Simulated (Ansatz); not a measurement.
V2O3:
```
V2O3
1.0
    2.38709     1.37819     4.74419
   -2.38709     1.37819     4.74419
    0.00000    -2.75637     4.74419
V O
4 6
Direct
  0.83972   0.83972   0.83972
  0.66028   0.66028   0.66028
  0.16028   0.16028   0.16028
  0.33972   0.33972   0.33972
  0.07567   0.42433   0.75000
  0.75000   0.07567   0.42433
  0.42433   0.75000   0.07567
  0.92433   0.57567   0.25000
  0.25000   0.92433   0.57567
  0.57567   0.25000   0.92433
```
The run is spin-polarised; directions of the spins, atom by atom: ↑ ↑ ↑ ↑ 0 0 0 0 0 0.

Relaxed with PBEsol.

Q: Give the Bader charges and basin volumes of the independent atoms, plane-wave PAW PBEsol (Ansatz code).

A: 

```tsv
atom	Bader charge (e)	Bader volume (Å³)
V1	+1.78	7.6
O5	-1.19	10.6
```

Space group R-3c (corundum). The PBEsol relaxation kept the symmetry of its start. Magnetic state: ferromagnetic, chosen from 5 collinear starts compared on coarse meshes (ties went to the first, and starts can fall back to one state), not a proven ground state. No Hubbard U is applied.

Potentials: the later of the program's two PAW sets.
